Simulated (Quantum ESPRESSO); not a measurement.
# Where does Ge sit best among Ga sites?

The results below are calculated, not measured. They come from pw.x of Quantum ESPRESSO 7.5, a plane-wave density functional program, with PseudoDojo standard norm-conserving files (v0.5 for PBE, v0.4.1 for LDA and PBEsol). The cells are made up: elements, strain and atom displacements were drawn at random, and nothing was relaxed. There is no spin polarisation, spin-orbit coupling or dispersion term.

The cell has 8 sites of a zincblende or diamond lattice. Sites 1 to 4 hold X X X X; sites 5 to 8 hold P P P P. Cell vectors in Å: (5.817, -0.049, -0.002); (-0.049, 5.837, 0.097); (-0.002, 0.097, 5.940). Settings: PBE, cutoff 1088 eV, 6 x 6 x 6 k mesh shifted by half a step, Fermi-Dirac smearing of 0.1 eV.

In each run one of the sites marked X holds Ge and the others hold Ga; cell and positions stay the same. E is the free energy of the cell.

```
site of the guest,first shell,mean distance (Å),E above the lowest (eV),P (GPa),force on the guest (eV/Å)
1,P4,2.563,0.000,-6.98,0.573
2,P4,2.535,0.036,-6.87,0.499
3,P4,2.516,0.055,-6.83,0.590
4,P4,2.548,0.016,-6.94,0.655
```

A rerun of one of these cells at 1377 eV and k mesh 8 x 8 x 8 moved values by no more than 0.002 eV in the cell's energy, 0.02 GPa in stress and 0.007 eV/Å in force.

## Reading the table

Site 1 is lowest, by 0.016 eV, over three times the rerun's bound. A straight line of energy against the mean distance has a slope of -1.2 ± 0.1 eV/Å, so the guest costs less on the roomier sites. The positions are random and not relaxed, so the differences hold for this frozen cell and are not site preferences of a real crystal.